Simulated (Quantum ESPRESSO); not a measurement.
Cu2TiTa4Mo, one run as intended and one with a planted mistake

Simulated, not a measurement. The program is pw.x of Quantum ESPRESSO 7.5 (plane-wave density functional theory). The cell is made up: eight metal atoms on a hexagonal close-packed lattice, with elements, volume, strain and displacements drawn at random and not relaxed, so it may be unstable or far from any real phase. PseudoDojo standard norm-conserving files set the functional (PBE unless stated); there is no spin polarisation or spin-orbit coupling, the Fermi-Dirac width of 0.25 eV means electrons at about 2900 K, and the masses in the input are unused placeholders. The copper pseudopotential is less sure than most, with forces differing by about three percent and pressure by about two GPa from a second method on plain copper. Heavy elements are run without spin-orbit coupling, which real alloys of them have. A spin test at this wide smearing found no moment, but such smearing suppresses magnetism that the real alloy may have.

Intended input:

```
&control calculation='scf', pseudo_dir='./dojo.nc.sr.pbe.v0_5.standard.upf', outdir='./o', disk_io='minimal', tprnfor=.true., tstress=.true. /
&system ibrav=0, nat=8, ntyp=4, nbnd=74, ecutwfc=92.02030273, nosym=.true., tot_charge=0,
 occupations='smearing', smearing='fd', degauss=0.0183746611
/
&electrons conv_thr=1.470e-08, electron_maxstep=70, mixing_beta=0.5 /
ATOMIC_SPECIES
Cu 1.0 Cu.upf
Mo 1.0 Mo.upf
Ta 1.0 Ta.upf
Ti 1.0 Ti.upf
CELL_PARAMETERS angstrom
-2.7928 0.0 0.0
0.0 4.8372 0.0
1.3964 -2.4186 -9.181
ATOMIC_POSITIONS angstrom
Cu 0.0182 0.0662 -0.0043
Ti 0.025 1.5722 -2.2997
Ta 0.0112 -0.0205 -4.5978
Ta 0.0194 1.6227 -6.8921
Cu -1.3923 2.357 -0.0184
Ta -1.3996 4.0267 -2.2942
Mo -1.3957 2.4103 -4.619
Ta -1.3913 -0.8447 -6.9085
K_POINTS automatic
8 5 3 1 1 1
```

The log is shortened where brackets say so; the opening notice, blank lines, dates and the lines on written files are dropped, and the path of the files is cut. It prints rydbergs, bohrs and kilobars, and counts compression as positive stress. Its total energy is the free energy E - TS of the whole cell.

Log of the intended run:

```
     Program PWSCF v.7.5
     Parallel version (MPI & OpenMP), running on       4 processor cores
     Number of MPI processes:                 4
     Threads/MPI process:                     1
     [start-up lines left out]
     bravais-lattice index     =            0
     lattice parameter (alat)  =       5.2776  a.u.
     unit-cell volume          =     836.9904 (a.u.)^3
     number of atoms/cell      =            8
     number of atomic types    =            4
     number of electrons       =       116.00
     number of Kohn-Sham states=           74
     kinetic-energy cutoff     =      92.0203  Ry
     charge density cutoff     =     368.0812  Ry
     scf convergence threshold =      1.5E-08
     mixing beta               =       0.5000
     number of iterations used =            8  plain     mixing
     Exchange-correlation= PBE
                           (   1   4   3   4   0   0   0)
     [axes and pseudopotential details left out]
   Cartesian axes
     site n.     atom                  positions (alat units)
         1        Cu     tau(   1) = (   0.0065168   0.0237038  -0.0015397  )
         2        Ti     tau(   2) = (   0.0089516   0.5629476  -0.8234388  )
         3        Ta     tau(   3) = (   0.0040103  -0.0073403  -1.6463048  )
         4        Ta     tau(   4) = (   0.0069464   0.5810298  -2.4678101  )
         5        Cu     tau(   5) = (  -0.4985319   0.8439559  -0.0065884  )
         6        Ta     tau(   6) = (  -0.5011458   1.4418147  -0.8214695  )
         7        Mo     tau(   7) = (  -0.4997494   0.8630407  -1.6538957  )
         8        Ta     tau(   8) = (  -0.4981739  -0.3024563  -2.4736823  )
     number of k points=    60  Fermi-Dirac smearing, width (Ry)=  0.0184
                       cart. coord. in units 2pi/alat
        k(    1) = (  -0.0625000   0.0577359  -0.0754146), wk =   0.0333333
        k(    2) = (  -0.0625000   0.0577359   0.1273810), wk =   0.0333333
     [further k points left out]
     Dense  grid:    99803 G-vectors     FFT dimensions: (  36,  60, 120)
     Estimated max dynamical RAM per process >     404.29 MB
     Estimated total dynamical RAM >       1.51 GB
     Initial potential from superposition of free atoms
     starting charge     115.9927, renormalised to     116.0000
     Starting wfcs are   80 randomized atomic wfcs
     total cpu time spent up to now is        6.8 secs
     per-process dynamical memory:   324.8 Mb
     Self-consistent Calculation
     iteration #  1     ecut=    92.02 Ry     beta= 0.50
     Davidson diagonalization with overlap
     ethr =  1.00E-02,  avg # of iterations =  2.7
     total cpu time spent up to now is       22.6 secs
     total energy              =   -1492.24599828 Ry
     estimated scf accuracy    <      65.07667670 Ry
     iteration #  2     ecut=    92.02 Ry     beta= 0.50
     Davidson diagonalization with overlap
     ethr =  1.00E-02,  avg # of iterations =  7.4
     total cpu time spent up to now is       48.8 secs
     total energy              =   -1462.77128046 Ry
     estimated scf accuracy    <    1083.53925975 Ry
     [iterations 3 to 21 left out]
     iteration # 22     ecut=    92.02 Ry     beta= 0.50
     Davidson diagonalization with overlap
     ethr =  4.74E-11,  avg # of iterations =  3.6
     total cpu time spent up to now is      334.3 secs
     total energy              =   -1538.37619238 Ry
     estimated scf accuracy    <       0.00000002 Ry
     iteration # 23     ecut=    92.02 Ry     beta= 0.50
     Davidson diagonalization with overlap
     ethr =  1.79E-11,  avg # of iterations =  2.3
     total cpu time spent up to now is      347.7 secs
     End of self-consistent calculation
     [lines on levels left out]
!    total energy              =   -1538.37619237 Ry
     estimated scf accuracy    <       0.00000001 Ry
     smearing contrib. (-TS)   =      -0.12628644 Ry
     internal energy E=F+TS    =   -1538.24990593 Ry
     The total energy is F=E-TS. E is the sum of the following terms:
     one-electron contribution =    -655.00499399 Ry
     hartree contribution      =     391.90814774 Ry
     xc contribution           =    -250.30778315 Ry
     ewald contribution        =   -1024.84527652 Ry
     convergence has been achieved in  23 iterations
     Forces acting on atoms (cartesian axes, Ry/au):
     atom    1 type  1   force =    -0.00111574   -0.01317764   -0.00550502
     atom    2 type  4   force =    -0.00229756    0.02165740    0.04203765
     atom    3 type  3   force =    -0.00257525    0.00407166    0.01592140
     atom    4 type  3   force =    -0.00060278   -0.02021850   -0.09034201
     atom    5 type  1   force =     0.00112365    0.01046394   -0.00290208
     atom    6 type  3   force =     0.00327249   -0.02223091    0.07476053
     atom    7 type  2   force =     0.00029746   -0.00312541    0.05089732
     atom    8 type  3   force =     0.00189771    0.02255947   -0.08486779
     Total force =     0.166802     Total SCF correction =     0.000833
     Computing stress (Cartesian axis) and pressure
          total   stress  (Ry/bohr**3)                   (kbar)     P=      187.29
   0.00116933   0.00000424  -0.00000374          172.01        0.62       -0.55
   0.00000424   0.00111735  -0.00001082            0.62      164.37       -1.59
  -0.00000374  -0.00001082   0.00153281           -0.55       -1.59      225.48
     init_run     :      6.43s CPU      6.67s WALL (       1 calls)
     electrons    :    334.65s CPU    340.90s WALL (       1 calls)
     forces       :      2.71s CPU      2.73s WALL (       1 calls)
     stress       :      9.41s CPU      9.56s WALL (       1 calls)
     [timing details left out]
     PWSCF        :   5m53.33s CPU   6m 0.05s WALL
     JOB DONE.
```

A second run has one planted mistake: the files are those of another functional. The input lines that differ:

```
- &control calculation='scf', pseudo_dir='./dojo.nc.sr.pbe.v0_5.standard.upf', outdir='./o', disk_io='minimal', tprnfor=.true., tstress=.true. /
+ &control calculation='scf', pseudo_dir='./dojo.nc.sr.pbesol.v0_4_1.standard.upf', outdir='./o', disk_io='minimal', tprnfor=.true., tstress=.true. /
```

Its log:

```
     Program PWSCF v.7.5
     Parallel version (MPI & OpenMP), running on       4 processor cores
     Number of MPI processes:                 4
     Threads/MPI process:                     1
     [start-up lines left out]
     bravais-lattice index     =            0
     lattice parameter (alat)  =       5.2776  a.u.
     unit-cell volume          =     836.9904 (a.u.)^3
     number of atoms/cell      =            8
     number of atomic types    =            4
     number of electrons       =       116.00
     number of Kohn-Sham states=           74
     kinetic-energy cutoff     =      92.0203  Ry
     charge density cutoff     =     368.0812  Ry
     scf convergence threshold =      1.5E-08
     mixing beta               =       0.5000
     number of iterations used =            8  plain     mixing
     Exchange-correlation= PBESOL
                           (   1   4  10   8   0   0   0)
     [axes and pseudopotential details left out]
   Cartesian axes
     site n.     atom                  positions (alat units)
         1        Cu     tau(   1) = (   0.0065168   0.0237038  -0.0015397  )
         2        Ti     tau(   2) = (   0.0089516   0.5629476  -0.8234388  )
         3        Ta     tau(   3) = (   0.0040103  -0.0073403  -1.6463048  )
         4        Ta     tau(   4) = (   0.0069464   0.5810298  -2.4678101  )
         5        Cu     tau(   5) = (  -0.4985319   0.8439559  -0.0065884  )
         6        Ta     tau(   6) = (  -0.5011458   1.4418147  -0.8214695  )
         7        Mo     tau(   7) = (  -0.4997494   0.8630407  -1.6538957  )
         8        Ta     tau(   8) = (  -0.4981739  -0.3024563  -2.4736823  )
     number of k points=    60  Fermi-Dirac smearing, width (Ry)=  0.0184
                       cart. coord. in units 2pi/alat
        k(    1) = (  -0.0625000   0.0577359  -0.0754146), wk =   0.0333333
        k(    2) = (  -0.0625000   0.0577359   0.1273810), wk =   0.0333333
     [further k points left out]
     Dense  grid:    99803 G-vectors     FFT dimensions: (  36,  60, 120)
     Estimated max dynamical RAM per process >     404.29 MB
     Estimated total dynamical RAM >       1.51 GB
     Initial potential from superposition of free atoms
     starting charge     115.9933, renormalised to     116.0000
     Starting wfcs are   80 randomized atomic wfcs
     total cpu time spent up to now is        7.0 secs
     per-process dynamical memory:   324.8 Mb
     Self-consistent Calculation
     iteration #  1     ecut=    92.02 Ry     beta= 0.50
     Davidson diagonalization with overlap
     ethr =  1.00E-02,  avg # of iterations =  2.7
     total cpu time spent up to now is       23.3 secs
     total energy              =   -1490.75021880 Ry
     estimated scf accuracy    <      65.93874701 Ry
     iteration #  2     ecut=    92.02 Ry     beta= 0.50
     Davidson diagonalization with overlap
     ethr =  1.00E-02,  avg # of iterations =  7.4
     total cpu time spent up to now is       51.2 secs
     total energy              =   -1461.17801838 Ry
     estimated scf accuracy    <    1094.16995050 Ry
     [iterations 3 to 20 left out]
     iteration # 21     ecut=    92.02 Ry     beta= 0.50
     Davidson diagonalization with overlap
     ethr =  5.29E-10,  avg # of iterations =  1.9
     total cpu time spent up to now is      324.1 secs
     total energy              =   -1537.48046764 Ry
     estimated scf accuracy    <       0.00000004 Ry
     iteration # 22     ecut=    92.02 Ry     beta= 0.50
     Davidson diagonalization with overlap
     ethr =  3.79E-11,  avg # of iterations =  3.9
     total cpu time spent up to now is      338.4 secs
     End of self-consistent calculation
     [lines on levels left out]
!    total energy              =   -1537.48046763 Ry
     estimated scf accuracy    <       0.00000001 Ry
     smearing contrib. (-TS)   =      -0.12635583 Ry
     internal energy E=F+TS    =   -1537.35411180 Ry
     The total energy is F=E-TS. E is the sum of the following terms:
     one-electron contribution =    -655.48098203 Ry
     hartree contribution      =     391.22381188 Ry
     xc contribution           =    -248.25166513 Ry
     ewald contribution        =   -1024.84527652 Ry
     convergence has been achieved in  22 iterations
     Forces acting on atoms (cartesian axes, Ry/au):
     atom    1 type  1   force =    -0.00105363   -0.01157999   -0.00468967
     atom    2 type  4   force =    -0.00211697    0.02072274    0.04103474
     atom    3 type  3   force =    -0.00241325    0.00320341    0.01501680
     atom    4 type  3   force =    -0.00047180   -0.01852237   -0.08645050
     atom    5 type  1   force =     0.00106758    0.00902157   -0.00193080
     atom    6 type  3   force =     0.00303954   -0.02123911    0.07099361
     atom    7 type  2   force =     0.00017948   -0.00234094    0.04790311
     atom    8 type  3   force =     0.00176906    0.02073468   -0.08187729
     Total force =     0.159240     Total SCF correction =     0.000922
     Computing stress (Cartesian axis) and pressure
          total   stress  (Ry/bohr**3)                   (kbar)     P=      113.60
   0.00066207   0.00000451  -0.00000381           97.39        0.66       -0.56
   0.00000451   0.00061419  -0.00001011            0.66       90.35       -1.49
  -0.00000381  -0.00001011   0.00104037           -0.56       -1.49      153.04
     init_run     :      6.58s CPU      6.79s WALL (       1 calls)
     electrons    :    325.35s CPU    331.50s WALL (       1 calls)
     forces       :      2.59s CPU      2.60s WALL (       1 calls)
     stress       :      9.09s CPU      9.25s WALL (       1 calls)
     [timing details left out]
     PWSCF        :   5m43.80s CPU   5m50.38s WALL
     JOB DONE.
```

|  | intended run | run with the mistake |
| --- | --- | --- |
| free energy (eV) | -20930.674 | -20918.487 |
| entropy term -TS, part of it (eV) | -1.718 | -1.719 |
| pressure (GPa) | 18.73 | 11.36 |
| size of the largest force component (eV/Å) | 2.323 | 2.223 |
| largest change of a force component (eV/Å) |  | 0.100 |
| iterations | 23 | 22 |

For scale, a rerun of the intended cell at a higher cutoff and on a denser mesh moved values by no more than 0.005 eV in energy, 0.07 GPa in stress and 0.007 eV/Å in force, and a second program with other atomic files agreed on that cell to 2 % rms in force and 0.5 GPa in pressure. Files of another functional or element have another zero of energy, so the energy change says nothing on stability.